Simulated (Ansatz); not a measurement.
A relaxed structure of SnTe is spoiled in several ways and relaxed again each time (noise and exchanges are one random draw each; squeezed and stretched starts keep its symmetry, which their runs cannot lower; pressure is positive under compression). Calculation: PBE (plane waves to 420 eV, PAW, scalar-relativistic; Ansatz, a quantum-chemistry and plane-wave program).

```cif
data_Sn4Te4
_chemical_formula_sum 'Te4 Sn4'
_space_group_name_H-M_alt 'Fm-3m'
_space_group_IT_number 225
_space_group_name_Hall '-F 4 2 3'
_cell_length_a 6.40926
_cell_length_b 6.40926
_cell_length_c 6.40926
_cell_angle_alpha 90.000
_cell_angle_beta 90.000
_cell_angle_gamma 90.000
loop_
_atom_site_label
_atom_site_type_symbol
_atom_site_symmetry_multiplicity
_atom_site_Wyckoff_symbol
_atom_site_fract_x
_atom_site_fract_y
_atom_site_fract_z
_atom_site_occupancy
Te1 Te 4 a 0.00000 0.00000 0.00000 1
Sn1 Sn 4 b 0.50000 0.50000 0.50000 1
```
(The calculation used a cell of 2 atoms; values per cell refer to that cell.)

| change | first pressure (GPa) | largest first force (eV/Å) | released (eV/atom) | moves | outcome | final group | E − E(parent) (eV/atom) |
|---|---|---|---|---|---|---|---|
| squeezed uniformly to 80 % of its volume | [?] | 0.00 | [?] | 6 | [?] | [?] | [?] |
| with one Te and one Sn atom exchanged in a cell of 4 atoms | -1.6 | 1.47 | 0.19 | 18 | trapped higher | R-3m | +0.042 |
| stretched uniformly to 150 % of its volume | -6.7 | 0.00 | 0.49 | 7 | [?] | [?] | [?] |

Question: Some entries are withheld; supply them.

Answer: 
- squeezed uniformly to 80 % of its volume, first pressure (GPa): 14.8
- squeezed uniformly to 80 % of its volume, released (eV/atom): 0.25
- squeezed uniformly to 80 % of its volume, outcome: returns to the parent
- squeezed uniformly to 80 % of its volume, final group: Fm-3m
- squeezed uniformly to 80 % of its volume, E − E(parent) (eV/atom): 0.000
- stretched uniformly to 150 % of its volume, outcome: returns to the parent
- stretched uniformly to 150 % of its volume, final group: Fm-3m
- stretched uniformly to 150 % of its volume, E − E(parent) (eV/atom): 0.000

First-step values come from each run's starting, coarser k-mesh (7×7×7, 3×6×6, 6×6×6). The runs use different k-meshes, so differences are rounded accordingly. No spin polarisation in the result.
